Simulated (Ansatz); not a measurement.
CdTeMoO$_{6}$: the gap from level to level

A database entry relaxed whole under r2SCAN at zero pressure (P-42_1m, No. 113):

```xyz
18
Lattice="5.2867 0.0000 0.0000 0.0000 5.2867 0.0000 0.0000 0.0000 9.1305" Properties=species:S:1:pos:R:3 pbc="T T T"
Cd    2.6434    2.6434    4.5653
Cd    0.0000    0.0000    4.5653
Te    0.0000    2.6434    2.2141
Te    2.6434    0.0000    6.9165
Mo    2.6434    0.0000    1.7023
Mo    0.0000    2.6434    7.4282
O     1.6850    0.9583    0.6606
O     0.9583    3.6017    8.4699
O     3.6017    4.3284    0.6606
O     4.3284    1.6850    8.4699
O     3.7930    1.1496    2.6223
O     1.1496    1.4938    6.5083
O     1.4938    4.1372    2.6223
O     4.1372    3.7930    6.5083
O     1.0146    1.6288    3.4395
O     1.6288    4.2722    5.6911
O     4.2722    3.6579    3.4395
O     3.6579    1.0146    5.6911
```

Its volume is 14.18 Å³ an atom, +0.7 % against the entry's 14.07, a measured cell (2013, 293 K).

Single points on this cell with plane-wave PAW DFT (Ansatz 0.2.0; r2SCAN 500 eV, hybrids 420 eV; fermi-dirac occupations of width 0.020 eV; no moments): r2SCAN on a 6×6×4 Γ-centred mesh; r2SCAN with spin-orbit coupling on a 4×4×4 Γ-centred mesh; HSE06 on a 4×4×2 Γ-centred mesh; PBE0 on a 4×4×2 Γ-centred mesh.

Q: How do gap, pressure and charges move from level to level?

A: The runs give:

```csv
level,"gap (eV), or kind",pressure (GPa),Bader charge of Cd (e),Bader charge of Te (e),Bader charge of Mo (e),Bader charge of O (e)
r2SCAN,3.55,0.0,+1.40,+2.48,+2.71,-1.10
r2SCAN with spin-orbit coupling,3.53,0.0,+1.40,+2.47,+2.71,-1.10
HSE06,4.41,-1.8,+1.42,+2.51,+2.78,-1.12
PBE0,5.15,-1.9,+1.42,+2.51,+2.78,-1.12
```

Under r2SCAN the gap is 3.55 eV, over mesh and band path. HSE06 moves it by +0.86 eV and PBE0 by +1.60 eV; PBE0 keeps its exact exchange at long range, which widens the gap over HSE06's by 0.74 eV on their common mesh. Spin-orbit coupling moves the r2SCAN gap by -0.02 eV. The charge on Mo goes from +2.71 to +2.78 e under HSE06.

Caveats: the relaxation kept the start's symmetry; HSE06 is read on its mesh and at the zone's corners, PBE0 on its mesh alone; hybrid pressures are good to a few tenths of a GPa; pressure is positive in compression.
